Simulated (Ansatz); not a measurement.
The calculation used Ansatz, DFT PBE, scalar-relativistic, plane waves, PAW. Settings: cutoff 420 eV, Γ-centred meshes spaced at most about 0.3 Å⁻¹, and about 0.25 Å⁻¹ or finer for metals (2π included), Gaussian smearing. No spin polarisation in the final relaxations.

All energies are static (0 K, no zero-point motion). All come from trial cells, and lower structures may exist.

Question: Which of these relaxed structures of HfAl3N is the lowest in energy?
A.

```
CELL_PARAMETERS angstrom
5.68234 0.00000 0.00000
-2.84117 4.92105 0.00000
0.00000 0.00000 4.14359
ATOMIC_POSITIONS crystal
Hf 0.00000 0.00000 0.50000
Al 0.50000 0.00000 0.50000
Al 0.00000 0.50000 0.50000
Al 0.50000 0.50000 0.50000
N 0.00000 0.00000 0.00000
```

B.

```
CELL_PARAMETERS angstrom
5.13184 0.00000 0.00000
-2.56592 4.44431 0.00000
0.00000 0.00000 4.14528
ATOMIC_POSITIONS crystal
Hf 0.00000 0.00000 0.50000
Al 0.50000 0.00000 0.00000
Al 0.00000 0.50000 0.00000
Al 0.50000 0.50000 0.00000
N 0.00000 0.00000 0.00000
```

C.

```
CELL_PARAMETERS angstrom
4.18752 0.00000 0.00000
0.00000 4.18752 0.00000
0.00000 0.00000 4.18752
ATOMIC_POSITIONS crystal
Hf 0.00000 0.00000 0.00000
Al 0.00000 0.50000 0.50000
Al 0.50000 0.00000 0.50000
Al 0.50000 0.50000 0.00000
N 0.50000 0.50000 0.50000
```

Answer: C. It has the antiperovskite type, space group Pm-3m (No. 221); the next, B, with space group P6/mmm (No. 191), lies 289 meV/atom higher. Counting Al or Hf atoms around N (for each partner element, those within 1.25 times its shortest distance or 1.15 times the sum of covalent radii, where it is the nearest in units of that sum or under 1.3), the lowest has N 6 and the next has N 2. Even the lowest lies +0.05 eV/atom against the elements.

These runs have no spin–orbit coupling, which can matter for Hf. A magnetic state wasn't ruled out in cells without spin, among them Pm-3m. Cells relaxed within their symmetry can be saddle points. Some types were kept out of the candidates beforehand, so the set may lack a known form.
